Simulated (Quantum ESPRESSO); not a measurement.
# W3Ag2AlPdZn: finding a planted mistake in a log

A calculation, not a measurement. The program is pw.x of Quantum ESPRESSO 7.5 (plane-wave density functional theory). The cell is made up: eight metal atoms on a hexagonal close-packed lattice, with elements, volume, strain and displacements drawn at random and not relaxed, so it may be unstable or far from any real phase. PseudoDojo standard norm-conserving files set the functional (PBE unless stated); there is no spin polarisation or spin-orbit coupling, the Fermi-Dirac width of 0.25 eV means electrons at about 2900 K, and the masses in the input are unused placeholders. Heavy elements are run without spin-orbit coupling, which real alloys of them have. A spin test at this wide smearing found no moment, but such smearing suppresses magnetism that the real alloy may have.

Intended input:

```
&control calculation='scf', pseudo_dir='./dojo.nc.sr.pbe.v0_5.standard.upf', outdir='./o', disk_io='minimal', tprnfor=.true., tstress=.true. /
&system ibrav=0, nat=8, ntyp=5, nbnd=74, ecutwfc=84.00895049, nosym=.true., tot_charge=0,
 occupations='smearing', smearing='fd', degauss=0.0183746611
/
&electrons conv_thr=1.470e-08, electron_maxstep=70, mixing_beta=0.5 /
ATOMIC_SPECIES
Ag 1.0 Ag.upf
Al 1.0 Al.upf
Pd 1.0 Pd.upf
W 1.0 W.upf
Zn 1.0 Zn.upf
CELL_PARAMETERS angstrom
4.417 -2.5477 0.0362
-2.9921 -0.0155 -4.6584
2.9622 5.1257 0.0356
ATOMIC_POSITIONS angstrom
W -0.0396 -0.1189 0.0551
Ag 1.5003 2.7074 -0.0633
W 0.0507 1.8137 -2.2718
Al 1.5164 4.2848 -2.3482
Pd 3.0231 -0.1275 0.0783
Zn 4.3057 2.6729 -0.0696
W 1.4984 -0.9108 -2.3186
Ag 2.9891 1.8341 -2.3414
K_POINTS automatic
5 5 4 1 1 1
```

The log is shortened where brackets say so; the opening notice, blank lines, dates and the lines on written files are dropped, and the path of the files is cut. It prints rydbergs, bohrs and kilobars, and counts compression as positive stress. Its total energy is the free energy E - TS of the whole cell.

Log of the intended run:

```
     Program PWSCF v.7.5
     Parallel version (MPI & OpenMP), running on       4 processor cores
     Number of MPI processes:                 4
     Threads/MPI process:                     1
     [start-up lines left out]
     bravais-lattice index     =            0
     lattice parameter (alat)  =       9.6361  a.u.
     unit-cell volume          =     943.3891 (a.u.)^3
     number of atoms/cell      =            8
     number of atomic types    =            5
     number of electrons       =       121.00
     number of Kohn-Sham states=           74
     kinetic-energy cutoff     =      84.0090  Ry
     charge density cutoff     =     336.0358  Ry
     scf convergence threshold =      1.5E-08
     mixing beta               =       0.5000
     number of iterations used =            8  plain     mixing
     Exchange-correlation= PBE
                           (   1   4   3   4   0   0   0)
     [axes and pseudopotential details left out]
   Cartesian axes
     site n.     atom                  positions (alat units)
         1        W      tau(   1) = (  -0.0077659  -0.0233173   0.0108056  )
         2        Ag     tau(   2) = (   0.2942219   0.5309447  -0.0124137  )
         3        W      tau(   3) = (   0.0099427   0.3556823  -0.4455197  )
         4        Al     tau(   4) = (   0.2973792   0.8402865  -0.4605024  )
         5        Pd     tau(   5) = (   0.5928562  -0.0250039   0.0153553  )
         6        Zn     tau(   6) = (   0.8443852   0.5241789  -0.0136492  )
         7        W      tau(   7) = (   0.2938493  -0.1786158  -0.4546976  )
         8        Ag     tau(   8) = (   0.5861885   0.3596829  -0.4591689  )
     number of k points=    50  Fermi-Dirac smearing, width (Ry)=  0.0184
                       cart. coord. in units 2pi/alat
        k(    1) = (   0.1422176   0.0435606  -0.2009544), wk =   0.0400000
        k(    2) = (   0.2504493   0.2302076  -0.2710929), wk =   0.0400000
     [further k points left out]
     Dense  grid:    98113 G-vectors     FFT dimensions: (  60,  64,  72)
     Estimated max dynamical RAM per process >     374.77 MB
     Estimated total dynamical RAM >       1.39 GB
     Initial potential from superposition of free atoms
     starting charge     120.9948, renormalised to     121.0000
     Starting wfcs are   73 randomized atomic wfcs +    1 random wfcs
     total cpu time spent up to now is        4.6 secs
     per-process dynamical memory:   293.9 Mb
     Self-consistent Calculation
     iteration #  1     ecut=    84.01 Ry     beta= 0.50
     Davidson diagonalization with overlap
     ethr =  1.00E-02,  avg # of iterations =  3.0
     total cpu time spent up to now is       15.5 secs
     total energy              =   -1762.50017774 Ry
     estimated scf accuracy    <       9.70322208 Ry
     iteration #  2     ecut=    84.01 Ry     beta= 0.50
     Davidson diagonalization with overlap
     ethr =  8.02E-03,  avg # of iterations =  3.0
     total cpu time spent up to now is       27.3 secs
     total energy              =   -1767.36967469 Ry
     estimated scf accuracy    <      23.27025763 Ry
     [iterations 3 to 15 left out]
     iteration # 16     ecut=    84.01 Ry     beta= 0.50
     Davidson diagonalization with overlap
     ethr =  1.33E-09,  avg # of iterations =  1.0
     total cpu time spent up to now is      172.2 secs
     total energy              =   -1768.62592583 Ry
     estimated scf accuracy    <       0.00000002 Ry
     iteration # 17     ecut=    84.01 Ry     beta= 0.50
     Davidson diagonalization with overlap
     ethr =  1.71E-11,  avg # of iterations =  3.2
     total cpu time spent up to now is      183.5 secs
     End of self-consistent calculation
     [lines on levels left out]
!    total energy              =   -1768.62592583 Ry
     estimated scf accuracy    <          9.9E-09 Ry
     smearing contrib. (-TS)   =      -0.10027090 Ry
     internal energy E=F+TS    =   -1768.52565493 Ry
     The total energy is F=E-TS. E is the sum of the following terms:
     one-electron contribution =    -828.17372369 Ry
     hartree contribution      =     468.54078364 Ry
     xc contribution           =    -280.77897337 Ry
     ewald contribution        =   -1128.11374150 Ry
     convergence has been achieved in  17 iterations
     Forces acting on atoms (cartesian axes, Ry/au):
     atom    1 type  4   force =     0.06263781    0.08372303   -0.06487245
     atom    2 type  1   force =    -0.02304524   -0.03061037    0.01860086
     atom    3 type  4   force =    -0.05519184   -0.08594392   -0.00246963
     atom    4 type  2   force =     0.01011826    0.02287625   -0.00308881
     atom    5 type  3   force =    -0.01189453    0.00861904    0.00399786
     atom    6 type  5   force =     0.01716371   -0.01446370    0.01989340
     atom    7 type  4   force =     0.03508948    0.05259530    0.00022257
     atom    8 type  1   force =    -0.03487765   -0.03679563    0.02771621
     Total force =     0.191041     Total SCF correction =     0.000294
     Computing stress (Cartesian axis) and pressure
          total   stress  (Ry/bohr**3)                   (kbar)     P=     -108.16
  -0.00078227   0.00021198  -0.00001456         -115.08       31.18       -2.14
   0.00021198  -0.00088209  -0.00002719           31.18     -129.76       -4.00
  -0.00001456  -0.00002719  -0.00054133           -2.14       -4.00      -79.63
     init_run     :      4.35s CPU      4.49s WALL (       1 calls)
     electrons    :    175.77s CPU    178.90s WALL (       1 calls)
     forces       :      1.68s CPU      1.70s WALL (       1 calls)
     stress       :      5.77s CPU      5.77s WALL (       1 calls)
     [timing details left out]
     PWSCF        :   3m 7.66s CPU   3m10.99s WALL
     JOB DONE.
```

A second run was made from an input with one planted mistake. Its log:

```
     Program PWSCF v.7.5
     Parallel version (MPI & OpenMP), running on       4 processor cores
     Number of MPI processes:                 4
     Threads/MPI process:                     1
     [start-up lines left out]
     bravais-lattice index     =            0
     lattice parameter (alat)  =       9.6361  a.u.
     unit-cell volume          =     943.3891 (a.u.)^3
     number of atoms/cell      =            8
     number of atomic types    =            5
     number of electrons       =       121.00
     number of Kohn-Sham states=           74
     kinetic-energy cutoff     =      84.0090  Ry
     charge density cutoff     =     336.0358  Ry
     scf convergence threshold =      1.5E-08
     mixing beta               =       0.5000
     number of iterations used =            8  plain     mixing
     Exchange-correlation= PBE
                           (   1   4   3   4   0   0   0)
     [axes and pseudopotential details left out]
   Cartesian axes
     site n.     atom                  positions (alat units)
         1        W      tau(   1) = (  -0.0077659  -0.0233173   0.0108056  )
         2        Ag     tau(   2) = (   0.2942219   0.5309447  -0.0124137  )
         3        Ag     tau(   3) = (   0.0099427   0.3556823  -0.4455197  )
         4        Al     tau(   4) = (   0.2973792   0.8402865  -0.4605024  )
         5        Pd     tau(   5) = (   0.5928562  -0.0250039   0.0153553  )
         6        Zn     tau(   6) = (   0.8443852   0.5241789  -0.0136492  )
         7        W      tau(   7) = (   0.2938493  -0.1786158  -0.4546976  )
         8        W      tau(   8) = (   0.5861885   0.3596829  -0.4591689  )
     number of k points=    50  Fermi-Dirac smearing, width (Ry)=  0.0184
                       cart. coord. in units 2pi/alat
        k(    1) = (   0.1422176   0.0435606  -0.2009544), wk =   0.0400000
        k(    2) = (   0.2504493   0.2302076  -0.2710929), wk =   0.0400000
     [further k points left out]
     Dense  grid:    98113 G-vectors     FFT dimensions: (  60,  64,  72)
     Estimated max dynamical RAM per process >     374.77 MB
     Estimated total dynamical RAM >       1.39 GB
     Initial potential from superposition of free atoms
     starting charge     120.9948, renormalised to     121.0000
     Starting wfcs are   73 randomized atomic wfcs +    1 random wfcs
     total cpu time spent up to now is        4.8 secs
     per-process dynamical memory:   293.9 Mb
     Self-consistent Calculation
     iteration #  1     ecut=    84.01 Ry     beta= 0.50
     Davidson diagonalization with overlap
     ethr =  1.00E-02,  avg # of iterations =  3.0
     total cpu time spent up to now is       15.9 secs
     total energy              =   -1761.19427482 Ry
     estimated scf accuracy    <      11.59873144 Ry
     iteration #  2     ecut=    84.01 Ry     beta= 0.50
     Davidson diagonalization with overlap
     ethr =  9.59E-03,  avg # of iterations =  3.0
     total cpu time spent up to now is       28.0 secs
     total energy              =   -1766.66639779 Ry
     estimated scf accuracy    <      32.74606465 Ry
     [iterations 3 to 16 left out]
     iteration # 17     ecut=    84.01 Ry     beta= 0.50
     Davidson diagonalization with overlap
     ethr =  1.26E-11,  avg # of iterations =  3.9
     total cpu time spent up to now is      188.3 secs
     total energy              =   -1768.66797696 Ry
     estimated scf accuracy    <       0.00000005 Ry
     iteration # 18     ecut=    84.01 Ry     beta= 0.50
     Davidson diagonalization with overlap
     ethr =  1.26E-11,  avg # of iterations =  2.0
     total cpu time spent up to now is      198.4 secs
     End of self-consistent calculation
     [lines on levels left out]
!    total energy              =   -1768.66797696 Ry
     estimated scf accuracy    <          8.6E-09 Ry
     smearing contrib. (-TS)   =      -0.09613889 Ry
     internal energy E=F+TS    =   -1768.57183807 Ry
     The total energy is F=E-TS. E is the sum of the following terms:
     one-electron contribution =    -822.91140220 Ry
     hartree contribution      =     466.20233643 Ry
     xc contribution           =    -280.85641398 Ry
     ewald contribution        =   -1131.00635831 Ry
     convergence has been achieved in  18 iterations
     Forces acting on atoms (cartesian axes, Ry/au):
     atom    1 type  4   force =     0.00401022    0.06235016    0.01350199
     atom    2 type  1   force =    -0.02659021   -0.03267775    0.01564041
     atom    3 type  1   force =    -0.00164881   -0.01802745   -0.02077778
     atom    4 type  2   force =     0.00826479    0.00711120   -0.01103741
     atom    5 type  3   force =    -0.02357589    0.00357899    0.00097862
     atom    6 type  5   force =     0.03138095   -0.02033907    0.02340123
     atom    7 type  4   force =    -0.03089726   -0.02227708    0.01083957
     atom    8 type  4   force =     0.03905621    0.02028101   -0.03254663
     Total force =     0.119103     Total SCF correction =     0.000235
     Computing stress (Cartesian axis) and pressure
          total   stress  (Ry/bohr**3)                   (kbar)     P=     -103.37
  -0.00068114  -0.00010126   0.00013827         -100.20      -14.90       20.34
  -0.00010126  -0.00083813   0.00000755          -14.90     -123.29        1.11
   0.00013827   0.00000755  -0.00058886           20.34        1.11      -86.62
     init_run     :      4.56s CPU      4.69s WALL (       1 calls)
     electrons    :    190.20s CPU    193.61s WALL (       1 calls)
     forces       :      1.67s CPU      1.69s WALL (       1 calls)
     stress       :      5.73s CPU      5.74s WALL (       1 calls)
     [timing details left out]
     PWSCF        :   3m22.27s CPU   3m25.87s WALL
     JOB DONE.
```

Question: the log repeats what the program read. Compare it with the intended run: what was wrong in the second input?

Answer: two atoms have their elements exchanged. The input lines that differ:

```
- W 0.0507 1.8137 -2.2718
+ Ag 0.0507 1.8137 -2.2718
- Ag 2.9891 1.8341 -2.3414
+ W 2.9891 1.8341 -2.3414
```

```
                                            intended run  run with the mistake
                          free energy (eV)    -24063.382            -24063.954
         entropy term -TS, part of it (eV)        -1.364                -1.308
                            pressure (GPa)        -10.82                -10.34
size of the largest force component (eV/Å)         2.210                 1.603
largest change of a force component (eV/Å)                               2.015
                                iterations            17                    18
```

For scale, a rerun of the intended cell at a higher cutoff and on a denser mesh moved values by no more than 0.003 eV in energy, 0.02 GPa in stress and 0.003 eV/Å in force, and a second program with other atomic files agreed on that cell to 2 % rms in force and 0.5 GPa in pressure.